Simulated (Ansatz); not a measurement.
A relaxed cell of Mn₂RuN₃ is given with its symmetry left out. It was relaxed at this level from a Materials Project cell.

Theory: DFT PBE, scalar-relativistic, plane waves, PAW in Ansatz. Cutoff 420 eV, Γ-centred mesh, Gaussian smearing, no spin polarisation.

```
Mn Ru N
1.0
     4.37967   -2.74976    0.00000
     4.37967    2.74976    0.00000
     0.00000    0.00000    4.90770
Mn Ru N
4 2 6
Direct
  0.97149 0.38579 0.02018
  0.61421 0.02851 0.02018
  0.02851 0.61421 0.52018
  0.38579 0.97149 0.52018
  0.35821 0.64179 0.94300
  0.64179 0.35821 0.44300
  0.05614 0.27463 0.38161
  0.72537 0.94386 0.38161
  0.94386 0.72537 0.88161
  0.27463 0.05614 0.88161
  0.28911 0.71089 0.34142
  0.71089 0.28911 0.84142
```

Formation energies are uncorrected and refer to the elements' standard structures at the same level (N₂ as a molecule).

(1) Find its symmetry and describe it.

(2) How far does it lie from the elements in energy?

(3) Is it a metal?

Answers

(1) Cmc2_1 (No. 36), with Mn and Ru ordered on wurtzite sites. Conventional cell: a = 8.759 Å, b = 5.500 Å, c = 4.908 Å. Mn is surrounded by 4 N at 1.83–1.87 Å, 3 Ru at 2.73–2.88 Å and 2 Mn at 2.79 Å; around Ru lie 4 N at 1.99–2.02 Å and 6 Mn at 2.73–2.88 Å; N on a site of symmetry 1 has 3 Mn at 1.83–1.87 Å and 1 Ru at 2.02 Å; N on a site of symmetry m has 2 Mn at 1.85 Å and 2 Ru at 1.99–2.00 Å.

(2) −0.03 eV/atom. A negative formation energy is needed for stability but isn't enough: competing phases decide.

(3) Yes, bands cross the Fermi level on the 8×8×8 mesh.

The last run used an 8×8×8 mesh for its 12-atom cell and Gaussian smearing of 0.10 eV. The k mesh leaves some 4 meV/atom of noise in the energy of each metallic cell. Trial moments died out on the coarse mesh, so the last step has no spin; another magnetic start might hold. Symmetry constrained the relaxation, so the result can be a saddle point.
